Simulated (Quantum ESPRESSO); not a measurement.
Mg$_{3}$Se$_{2}$ClF (made-up cell, one site empty), AlSiGeSN$_{3}$ (made-up cell, one site empty) (calculated)

All values are calculated (Quantum ESPRESSO 7.5). Calculation on a made-up crystal cell, not a measurement, with one named mistake planted (healthy values lack it): periodic Kohn-Sham density functional theory in plane waves with PseudoDojo standard norm-conserving scalar-relativistic pseudopotentials, each functional with its own files (v0.5 for PBE, v0.4.1 for LDA and PBEsol), no spin polarisation, no spin-orbit coupling, atoms not relaxed, stress positive in tension, energies less a fixed whole-eV offset for each atom's element; levels are Kohn-Sham levels at fractions of this cell's reciprocal vectors, counted from the reference band (half the neutral cell's valence electrons, rounded up) at Gamma; error bars cover cutoff and k-mesh only, not smearing or the files; each bar is the largest change over components, and at least 0.002 eV, 0.002 eV per angstrom or 0.02 GPa; a charged cell sits in a uniform background, with energy and stress on this program's zero of potential; energies are for the whole cell, and the offsets were chosen from early runs and are not element reference energies; a distance is the largest change of any value in units of its error bar (the energy's for the smearing term), a scale change is of lengths, and a coarse mesh keeps the half-step shift; machines and their load varied, so run times do not measure scaling.

Common to all entries: lattice type zincblende/diamond; empty site 4; intended functional pbe; intended fermi dirac smearing 0.025 eV; intended scf tolerance 1e-07 eV; intended electrons removed 0; healthy smearing term minus ts 0 eV; faulty run command pw.x -nk 1 -in in; faulty run processor AMD EPYC, Zen 5 class, virtual cores; intended k mesh 4 x 4 x 4, shifted by half a step; structure shown as intended, without the mistake.

```yaml
- entry: 1
  formula: Mg3Se2ClF
  kind: "made-up cell, one site empty"
  intended_structure:
    cell_angstrom:
      - [5.3835, 0.0107, -0.0525]
      - [0.0107, 5.347, -0.0097]
      - [-0.0525, -0.0097, 5.3748]
    atoms_fractional:
      - [Mg, -0.00687, 0.00751, -0.01388]
      - [Mg, -0.00279, 0.50279, 0.49215]
      - [Mg, 0.4948, 0.00624, 0.49333]
      - [Cl, 0.23965, 0.26411, 0.25159]
      - [F, 0.25732, 0.75025, 0.74736]
      - [Se, 0.76201, 0.23391, 0.76142]
      - [Se, 0.75213, 0.76097, 0.25258]
  given:
    "intended_cutoff [eV]": 1170
    "healthy_free_energy_less_offsets [eV]": 6.264
    healthy_scf_iterations: 9
    "healthy_pressure [GPa]": 10.89
    "healthy_stress_xx [GPa]": -9.08
    "healthy_stress_yy [GPa]": -11.66
    "healthy_stress_zz [GPa]": -11.93
    "healthy_stress_yz [GPa]": 3.64
    "healthy_stress_xz [GPa]": -4.22
    "healthy_stress_xy [GPa]": 5.89
    healthy_reference_band: 38
    fault_kind: "low cutoff"
    "fault_cutoff [eV]": 603
    atom_site: [1, 2, 3, 5, 6, 7, 8]
    "atom_energy_offset [eV]": [-1617, -1617, -1617, -449, -677, -3300, -3300]
    healthy_force_site: [1, 2, 3, 5, 6, 7, 8]
    "healthy_force_x [eV/angstrom]": [3.259, 0.708, -1.082, 1.03, -0.677, -2.528, -0.71]
    "healthy_force_y [eV/angstrom]": [-3.2, 0.586, -0.846, 0.018, 0.761, 3.512, -0.83]
    "healthy_force_z [eV/angstrom]": [1.31, 2.02, 1.266, -0.788, -0.819, -1.585, -1.404]
    healthy_level_k_point: [Gamma, "(1/2,1/2,1/2)", "(0.15,0,0)", "(0,0.15,0)", "(0,0,0.15)"]
    "healthy_next_band_up [eV]": [1.755, 3.019, 2.143, 1.993, 1.988]
  results:
    "faulty_free_energy_less_offsets [eV]": 97.81
    faulty_scf_iterations: 10
    "faulty_smearing_term_minus_ts [eV]": 0.0
    "faulty_pressure [GPa]": -421.6
    "faulty_stress_xx [GPa]": 423.3
    "faulty_stress_yy [GPa]": 421.2
    "faulty_stress_zz [GPa]": 420.4
    "faulty_stress_yz [GPa]": 3.797
    "faulty_stress_xz [GPa]": -4.194
    "faulty_stress_xy [GPa]": 5.872
    faulty_force_site: [1, 2, 3, 5, 6, 7, 8]
    "faulty_force_x [eV/angstrom]": [3.246, 0.6596, -1.073, 1.047, -0.7556, -2.435, -0.6882]
    "faulty_force_y [eV/angstrom]": [-3.287, 0.6329, -0.9259, 0.04983, 0.806, 3.535, -0.8109]
    "faulty_force_z [eV/angstrom]": [1.238, 2.119, 1.342, -0.81, -0.8725, -1.624, -1.393]
    faulty_reference_band: 38
    faulty_level_k_point: [Gamma, "(1/2,1/2,1/2)", "(0.15,0,0)", "(0,0.15,0)", "(0,0,0.15)"]
    "faulty_next_band_up [eV]": [1.748, 3.046, 2.147, 2.009, 2.006]
    other_mistakes_compared: 7
    "distance_from_healthy [error bars]": 33946.38540311
    "distance_from_nearest_other_mistake [error bars]": 27236.35774878
    "healthy_error_bar_energy [eV]": 0.002697
    "healthy_error_bar_stress [GPa]": 0.02
    "healthy_error_bar_force [eV/angstrom]": 0.003543
    "healthy_error_bar_next_band_up [eV]": 0.002
    "faulty_wall_time_of_scf_and_band_steps_on_a_shared_machine [s]": 101.7
- entry: 2
  formula: AlSiGeSN3
  kind: "made-up cell, one site empty"
  intended_structure:
    cell_angstrom:
      - [4.4927, 0.0332, -0.0198]
      - [0.0332, 4.513, 0.0529]
      - [-0.0198, 0.0529, 4.6011]
    atoms_fractional:
      - [Al, 0.01355, 0.00041, -0.0001]
      - [Ge, -0.0091, 0.49402, 0.49544]
      - [Si, 0.50178, 0.0074, 0.509]
      - [S, 0.25772, 0.26591, 0.25088]
      - ["N", 0.26251, 0.73165, 0.7453]
      - ["N", 0.74409, 0.24864, 0.73849]
      - ["N", 0.74612, 0.74788, 0.23934]
  given:
    "intended_cutoff [eV]": 1143
    "healthy_free_energy_less_offsets [eV]": 5.553
    healthy_scf_iterations: 12
    "healthy_pressure [GPa]": 2.56
    "healthy_stress_xx [GPa]": -1.46
    "healthy_stress_yy [GPa]": -0.15
    "healthy_stress_zz [GPa]": -6.08
    "healthy_stress_yz [GPa]": -6.65
    "healthy_stress_xz [GPa]": -5.12
    "healthy_stress_xy [GPa]": 12.65
    healthy_reference_band: 21
    fault_kind: "wide smearing"
    "fault_smearing [eV]": 0.83
    atom_site: [1, 2, 3, 5, 6, 7, 8]
    "atom_energy_offset [eV]": [-64, -2430, -115, -302, -283, -283, -283]
    healthy_force_site: [1, 2, 3, 5, 6, 7, 8]
    "healthy_force_x [eV/angstrom]": [-4.218, -5.384, 4.442, 5.046, -0.179, 0.159, 0.133]
    "healthy_force_y [eV/angstrom]": [-4.617, 5.787, -5.509, 1.761, 2.44, -1.792, 1.931]
    "healthy_force_z [eV/angstrom]": [-4.16, 5.344, 4.223, -4.724, -1.288, -1.1, 1.705]
    healthy_level_k_point: [Gamma, "(1/2,1/2,1/2)", "(0.15,0,0)", "(0,0.15,0)", "(0,0,0.15)"]
    "healthy_next_band_up [eV]": [0.901, 1.672, 1.293, 1.38, 1.195]
  results:
    "faulty_stress_zz [GPa]": null
    "faulty_stress_xz [GPa]": null
    "faulty_stress_yz [GPa]": null
    "faulty_stress_xy [GPa]": null
```

Question: AlSiGeSN$_{3}$ (made-up cell, one site empty) (entry 2): faulty stress zz?
Answer: -8.088 GPa

Question: Give the missing faulty stress xz for AlSiGeSN$_{3}$ (made-up cell, one site empty) (entry 2).
Answer: -4.633 GPa

Question: AlSiGeSN$_{3}$ (made-up cell, one site empty) (entry 2): faulty stress yz?
Answer: -6.635 GPa

Question: Estimate the faulty stress xy of AlSiGeSN$_{3}$ (made-up cell, one site empty) (entry 2).
Answer: 11.2 GPa

Question: Give the table of faulty forces values for AlSiGeSN$_{3}$ (made-up cell, one site empty) (entry 2).
Answer: 
Faulty forces:
```
site  x (eV/Å)  y (eV/Å)  z (eV/Å)
   1    -3.769    -4.125    -3.822
   2    -4.877     5.113     4.981
   3     3.854    -4.826     3.818
   5     4.828     1.459    -4.603
   6    -0.277     2.347    -1.155
   7    0.1313    -1.898    -0.891
   8    0.1091     1.931     1.673
```

Further results for AlSiGeSN$_{3}$ (made-up cell, one site empty) (entry 2):

* faulty free energy less offsets: 4.504 eV
* faulty scf iterations: 12
* faulty smearing term minus ts: -3.182 eV
* faulty pressure: 6.079 GPa
* faulty stress xx: -5.451 GPa
* faulty stress yy: -4.697 GPa
* faulty reference band: 21
* other mistakes compared: 7
* distance from healthy: 1145 error bars
* distance from nearest other mistake: 1145 error bars
* healthy error bar energy: 0.00278 eV
* healthy error bar stress: 0.02 GPa
* healthy error bar force: 0.002217 eV/Å
* healthy error bar next band up: 0.002 eV
* faulty wall time of scf and band steps on a shared machine: 275.5 s

Faulty levels:
```
level k point  next band up (eV)
        Gamma               1.23
(1/2,1/2,1/2)              1.971
   (0.15,0,0)              1.618
   (0,0.15,0)                1.7
   (0,0,0.15)              1.533
```
